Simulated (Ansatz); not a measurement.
GePdS3 in space group C2/m (No. 12; Pearson symbol mS20), PBE in the plane-wave PAW code Ansatz, all energies at zero smearing, with the estimated change up to a 700 eV cutoff added, with one set of potentials and settings (totals compare only within such a set). Cell of 10 atoms (2 Ge, 2 Pd, 6 S): -27951.878 eV.

```json
[
 {"element": "Ge", "reference phase": "Fd-3m, 2 atoms in the cell", "E (eV/atom)": "-4294.9907"},
 {"element": "Pd", "reference phase": "Fm-3m, 1 atoms in the cell", "E (eV/atom)": "-6972.9107"},
 {"element": "S", "reference phase": "Fddd, 32 atoms in the cell", "E (eV/atom)": "-902.0602"}
]
```

Formation energy per atom, worked out: (-27951.878 − 2×(-4294.9907) − 2×(-6972.9107) − 6×(-902.0602))/10 = -0.371 eV/atom (-36 kJ per mol of atoms), at 0 K, without zero-point energy or fitted corrections.

The first step of the workflow began from a Materials Project structure, measured or hypothetical; the Crystallography Open Database copy checked does not list it. Whether it is the stable phase at ambient conditions was not checked. The cell was relaxed with PBE under the symmetry of its start; whether a distortion lowers the energy is not shown. No spin polarisation was allowed. A crystal of weakly bound chains computed without a dispersion correction: the cell and the soft elastic constants depend strongly on that. The references are the lowest solids computed at this level, not always the standard phases.

Potentials: the earlier of the program's two PAW sets.
